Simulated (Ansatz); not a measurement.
The relaxed structure here is a generated cell of Ga2O3: the first start was made by placing the elements on the sites of a structure type, and the end was not matched to a known phase here, so it may be hypothetical. Known forms of Ga2O3 include space group No. 12, 167.

A relaxed cell of Ga₂O₃ (P4/mbm (No. 127)), relaxed on a k-mesh at least as fine as the one used below. Method: PBEsol (plane waves to 420 eV, PAW, scalar-relativistic; Ansatz, a quantum-chemistry and plane-wave program). Γ-centred k-mesh 6×6×11 on the run's cell (coarser than for final values), Fermi–Dirac smearing 0.05 eV.

```yaml
crystal:
  lattice:
    - [5.69478, 0.00000, 0.00000]
    - [0.00000, 5.69478, 0.00000]
    - [0.00000, 0.00000, 2.87203]
  atoms:
    - { symbol: O, position: [0.00000, 0.00000, 0.00000] }
    - { symbol: O, position: [0.50000, 0.50000, 0.00000] }
    - { symbol: O, position: [0.14164, 0.64164, 0.50000] }
    - { symbol: O, position: [0.64164, 0.85836, 0.50000] }
    - { symbol: O, position: [0.35836, 0.14164, 0.50000] }
    - { symbol: O, position: [0.85836, 0.35836, 0.50000] }
    - { symbol: Ga, position: [0.30285, 0.80285, 0.00000] }
    - { symbol: Ga, position: [0.80285, 0.69715, 0.00000] }
    - { symbol: Ga, position: [0.19715, 0.30285, 0.00000] }
    - { symbol: Ga, position: [0.69715, 0.19715, 0.00000] }
```

The atoms are displaced along an unstable phonon of this cell by (Å):

```json
[
 {"atom": "O1", "ux": "-0.098", "uy": "0.113", "uz": "0.000"},
 {"atom": "O2", "ux": "-0.098", "uy": "-0.113", "uz": "0.000"},
 {"atom": "O3", "ux": "0.007", "uy": "0.105", "uz": "0.000"},
 {"atom": "O4", "ux": "0.007", "uy": "-0.105", "uz": "0.000"},
 {"atom": "O5", "ux": "0.007", "uy": "-0.105", "uz": "0.000"},
 {"atom": "O6", "ux": "0.007", "uy": "0.105", "uz": "0.000"},
 {"atom": "Ga7", "ux": "0.010", "uy": "0.017", "uz": "0.000"},
 {"atom": "Ga8", "ux": "0.010", "uy": "-0.017", "uz": "0.000"},
 {"atom": "Ga9", "ux": "0.010", "uy": "-0.017", "uz": "0.000"},
 {"atom": "Ga10", "ux": "0.010", "uy": "0.017", "uz": "0.000"}
]
```

Q: What forces (eV/Å) and pressure result?

A: 
```json
[
 {"atom": "O1", "Fx": "-0.08", "Fy": "0.17", "Fz": "0.00"},
 {"atom": "O2", "Fx": "-0.08", "Fy": "-0.17", "Fz": "0.00"},
 {"atom": "O3", "Fx": "0.04", "Fy": "0.23", "Fz": "0.00"},
 {"atom": "O4", "Fx": "0.04", "Fy": "-0.23", "Fz": "0.00"},
 {"atom": "O5", "Fx": "-0.07", "Fy": "-0.29", "Fz": "0.00"},
 {"atom": "O6", "Fx": "-0.07", "Fy": "0.29", "Fz": "0.00"},
 {"atom": "Ga7", "Fx": "0.32", "Fy": "0.17", "Fz": "0.00"},
 {"atom": "Ga8", "Fx": "0.32", "Fy": "-0.17", "Fz": "0.00"},
 {"atom": "Ga9", "Fx": "-0.21", "Fy": "-0.41", "Fz": "0.00"},
 {"atom": "Ga10", "Fx": "-0.21", "Fy": "0.41", "Fz": "0.00"}
]
```

Pressure +1.6 GPa.

The undisplaced cell is probably no minimum: from this displacement the run went on to Pmma (No. 51), 0.43 eV/atom below it.

No spin polarisation in the result.
